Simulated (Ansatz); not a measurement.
Input and command of a calculation in Ansatz (plane waves; scalar-relativistic PAW potentials unless the input names others):

```yaml
crystal:
  lattice:
    - [-2.5120738881, 2.5120738881, 4.0498783456]
    - [2.5120738881, -2.5120738881, 4.0498783456]
    - [2.5120738881, 2.5120738881, -4.0498783456]
  atoms:
    - { symbol: Na, position: [0.5, 0.5, 0.0] }
    - { symbol: Na, position: [0.25, 0.75, 0.5] }
    - { symbol: Na, position: [0.75, 0.25, 0.5] }
    - { symbol: Be, position: [0.0, 0.0, 0.0] }
basis:
  ecutwfc: "700 eV"
kpoints:
  mp_grid: { grid: [5, 5, 5] }
hamiltonian:
  xc: pbe
scf:
  occupations: { method: gaussian, width: 0.1 }
output:
  forces: true
  eigenvalues: true
  stress: true
relax:
  adjacent_minimum: "off"
  f_tol: 0.01
  max_steps: 80
  cell: { stress_tol: 0.05 }
```

```bash
ansatz run input.yaml --threads 1 --pin off --max-ram 2560MiB --backend cpu --events-out ev --progress --plain --runs-dir out
```

Abridged log:
```
Basis set: ecut = 700 eV, 4305 PW (Γ), exchange–correlation on 96×96×96 points (8 copies of the dense FFT grid, shifted against one another)
Bands: 19, of which v1, the nominal top of the filled ones, is band 15 counted from 1 (14 counted from 0)
Symmetry: 16 space group operations
k-points: 18 of 125
SCF iter   1: F=—  HF=-4549.978561 eV  |F-HF|=—  |Δ(HF+E_count)|=         —  Δρ=7.67e-4  dr2=4.58e-4  ethr=1.77e-3  ⟨swp⟩=6.0  Hψ=1551  notcnv=0
SCF iter   2: F=—  HF=-4549.977905 eV  |F-HF|=—  |Δ(HF+E_count)|=   6.55e-4  Δρ=4.65e-4  dr2=1.80e-4  ethr=1.58e-6  ⟨swp⟩=2.0  Hψ=696  notcnv=0
SCF iter   3: F=—  HF=-4549.978195 eV  |F-HF|=—  |Δ(HF+E_count)|=   2.89e-4  Δρ=1.93e-4  dr2=4.40e-5  ethr=6.20e-7  ⟨swp⟩=2.8  Hψ=525  notcnv=0
SCF iter   4: F=—  HF=-4549.978205 eV  |F-HF|=—  |Δ(HF+E_count)|=   1.06e-5  Δρ=4.46e-5  dr2=3.94e-6  ethr=1.52e-7  ⟨swp⟩=2.9  Hψ=587  notcnv=0
SCF iter   5: F=—  HF=-4549.978206 eV  |F-HF|=—  |Δ(HF+E_count)|=   6.12e-7  Δρ=1.68e-5  dr2=7.69e-7  ethr=1.36e-8  ⟨swp⟩=1.8  Hψ=361  notcnv=0
SCF iter   6: F=-4549.978206 eV  HF=-4549.978206 eV  |F-HF|=5.31e-8  |Δ(HF+E_count)|=   1.31e-7  Δρ=6.71e-6  dr2=8.15e-8  ethr=3.45e-10  ⟨swp⟩=4.1  Hψ=1327  notcnv=0
SCF 1 converged in 6 iterations: F = -4549.978206 eV  dr2 = 8.15e-8
relax step   1: F+E_penalty+E_count = -4549.97820563 eV  Δ(F+E_penalty+E_count) = +0.000e0 eV  max|allowed force component| = 3.469e-18 eV/Å  Δτ_max = 0.0000 Å  P = +0.162 GPa  Ω = 102.227 Å³  (6 SCF iters, dr2 threshold 1.00e-7 eV, accepted)
Crystal: 4 atoms, lattice volume = 102.747 Å³
Basis set: ecut = 700 eV, 4337 PW (Γ), exchange–correlation on 96×96×96 points (8 copies of the dense FFT grid, shifted against one another)
Initial density: handed on by an earlier stage of this run
Initial wavefunctions: those handed on with the density
SCF iter   1: F=—  HF=-4549.979551 eV  |F-HF|=—  |Δ(HF+E_count)|=         —  Δρ=9.87e-5  dr2=3.18e-5  ethr=1.64e-7  ⟨swp⟩=2.4  Hψ=1891  notcnv=0
SCF iter   2: F=—  HF=-4549.979551 eV  |F-HF|=—  |Δ(HF+E_count)|=   3.60e-7  Δρ=6.55e-5  dr2=1.44e-5  ethr=1.10e-7  ⟨swp⟩=1.2  Hψ=345  notcnv=0
   ...
SCF iter   1: F=—  HF=-4549.996224 eV  |F-HF|=—  |Δ(HF+E_count)|=         —  Δρ=5.36e-5  dr2=8.60e-6  ethr=3.89e-8  ⟨swp⟩=2.6  Hψ=1915  notcnv=0
SCF iter   2: F=—  HF=-4549.996226 eV  |F-HF|=—  |Δ(HF+E_count)|=   2.21e-6  Δρ=1.41e-5  dr2=2.29e-7  ethr=2.96e-8  ⟨swp⟩=2.0  Hψ=414  notcnv=0
SCF iter   3: F=—  HF=-4549.996213 eV  |F-HF|=—  |Δ(HF+E_count)|=   1.34e-5  Δρ=6.57e-6  dr2=5.24e-8  ethr=2.79e-11  ⟨swp⟩=5.2  Hψ=1463  notcnv=0
SCF iter   4: F=-4549.996213 eV  HF=-4549.996213 eV  |F-HF|=2.81e-9  |Δ(HF+E_count)|=   2.56e-8  Δρ=2.17e-6  dr2=2.07e-9  ethr=2.79e-11  ⟨swp⟩=3.0  Hψ=1290  notcnv=0
SCF 6 converged in 4 iterations: F = -4549.996213 eV  dr2 = 2.07e-9
relax step   6: F+E_penalty+E_count = -4549.99621255 eV  Δ(F+E_penalty+E_count) = -6.577e-5 eV  max|allowed force component| = 6.505e-18 eV/Å  Δτ_max = 0.0000 Å  P = -0.001 GPa  Ω = 103.077 Å³  energy of the carried Pulay correction = -3.584e-6 eV  (4 SCF iters, dr2 threshold 8.09e-9 eV, accepted)
Initial wavefunctions: pseudopotential atomic-orbital guess (no wavefunctions were taken with the density)
SCF iter   1: F=—  HF=-4549.996158 eV  |F-HF|=—  |Δ(HF+E_count)|=         —  Δρ=6.60e-5  dr2=8.27e-8  ethr=6.30e-7  ⟨swp⟩=2.6  Hψ=2278  notcnv=0
SCF iter   2: F=—  HF=-4549.996198 eV  |F-HF|=—  |Δ(HF+E_count)|=   3.97e-5  Δρ=3.30e-5  dr2=2.16e-8  ethr=2.85e-10  ⟨swp⟩=2.1  Hψ=604  notcnv=0
SCF iter   3: F=—  HF=-4549.996212 eV  |F-HF|=—  |Δ(HF+E_count)|=   1.39e-5  Δρ=1.45e-5  dr2=3.30e-9  ethr=7.43e-11  ⟨swp⟩=2.0  Hψ=603  notcnv=0
SCF iter   4: F=-4549.996215 eV  HF=-4549.996215 eV  |F-HF|=4.78e-10  |Δ(HF+E_count)|=   3.37e-6  Δρ=2.31e-7  dr2=1.93e-11  ethr=1.00e-12  ⟨swp⟩=3.4  Hψ=1542  notcnv=0
SCF 7 converged in 4 iterations: F = -4549.996215 eV  dr2 = 1.93e-11
SCF converged after 4 iterations
Free energy (F): -4549.996215 eV
Harris-Foulkes:  -4549.996215 eV  (|F-HF|=4.78e-10)
Internal energy: -4549.981863 eV  (E = F + TS)
E sigma→0 (E₀):  -4549.989039 eV
Entropy (-TS):   -0.014352 eV (-3.588 meV/atom)
Fermi energy:    2.613185 eV
--- Forces (eV/Å), atoms counted from 1 ---
  atom   1  Na     0.00000000     0.00000000     0.00000000
  atom   2  Na     0.00000000     0.00000000     0.00000000
  atom   3  Na     0.00000000     0.00000000     0.00000000
  atom   4  Be     0.00000000     0.00000000     0.00000000
--- Stress (GPa, compression-positive) ---
       -0.004456       0.000000       0.000000
        0.000000      -0.004456       0.000000
        0.000000       0.000000       0.006649
  P = ⅓ Tr σ = -0.0008 GPa (-0.008 kbar)
--- Relaxed structure (6 steps of the walk, 6 accepted, 1 SCFs on fresh bases) ---
  F+E_penalty+E_count = -4549.99621506 eV   max|allowed force component| = 1.735e-18 eV/Å   (the final SCF, on the basis selected at the relaxed cell)
  cell:  # Å, volume = 103.0767 Å³
    - [-2.62450116, 2.62450116, 3.74116719]
    - [2.62450116, -2.62450116, 3.74116719]
    - [2.62450116, 2.62450116, -3.74116719]
  atoms:
    - { symbol: Na, position: [0.5, 0.5, 0.0] }
    - { symbol: Na, position: [0.24999999, 0.75000000, 0.50000000] }
    - { symbol: Na, position: [0.75000000, 0.24999999, 0.50000000] }
    - { symbol: Be, position: [0.0, 0.0, 0.0] }
```

Apart from outputs and empty bands, the input differs from a reference run on usual settings in kpoints.mp_grid.grid: [14, 14, 14] → [5, 5, 5]; basis.ecutwfc: 420 → "700 eV". The reference, at the same start, ended its own course with a relaxed volume of 25.75 Å³/atom, pressure 0.03 GPa, largest force 0.000 eV/Å, no gap on the mesh. This run converged in 31 SCF iterations over all its steps (reference: 39) with an energy at zero smearing 1.79 meV/atom above the reference's, a relaxed volume of 25.77 Å³/atom, pressure 0.00 GPa, largest force 0.000 eV/Å, no gap on the mesh. Its k mesh is looser than usual, and the result moved.

The run took 23 s on 1 thread of Arm Neoverse V2 (shared host), peak memory 0.42 GiB.